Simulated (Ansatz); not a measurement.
AgI:
```xyz
4
Lattice="4.5604 0.0000 0.0000 -2.2802 3.9494 0.0000 0.0000 0.0000 7.4515" Properties=species:S:1:pos:R:3 pbc="T T T"
Ag     0.0000     2.6329     0.0179
Ag     2.2802     1.3165     3.7436
I      0.0000     2.6329     2.8130
I      2.2802     1.3165     6.5387
```

Relaxed with PBEsol. Special points in fractions of this cell's reciprocal vectors: Γ (0.000, 0.000, 0.000); M (0.500, 0.000, 0.000); K (0.333, 0.333, 0.000); A (0.000, 0.000, 0.500); L (0.500, 0.000, 0.500); H (0.333, 0.333, 0.500).

Problem. List the band energies nearest the valence-band maximum at these points for the program Ansatz at the PBEsol with spin–orbit coupling level (PAW).

Solution. In eV from the valence-band maximum; about four levels below and three above (degenerate sets whole), none deeper than 8.9 eV; points with the same levels are listed once.

| k | below | above |
|---|---|---|
| Γ | -0.05 -0.05 0.00 0.00 | 1.00 1.00 2.27 2.27 |
| M | -1.35 -1.35 -0.93 -0.93 | 3.00 3.00 3.24 3.24 |
| K | -1.82 -1.82 -1.77 -1.59 -1.59 | 3.93 3.99 3.99 |
| A | -0.41 -0.41 -0.41 -0.41 | 2.33 2.33 2.33 2.33 |
| L | -1.38 -1.38 -1.38 -1.38 | 2.90 2.90 2.90 2.90 |
| H | -1.43 -1.43 -1.37 -1.37 | 3.57 3.57 3.67 3.67 |

Space group P6_3mc (wurtzite). The cell was relaxed with PBEsol under the symmetry of its start. The run is not spin-polarised.

Potentials: the earlier of the program's two PAW sets. The files were generated under PBE; for other functionals the program regenerates the frozen cores, and for LDA and PBEsol the local potential too.
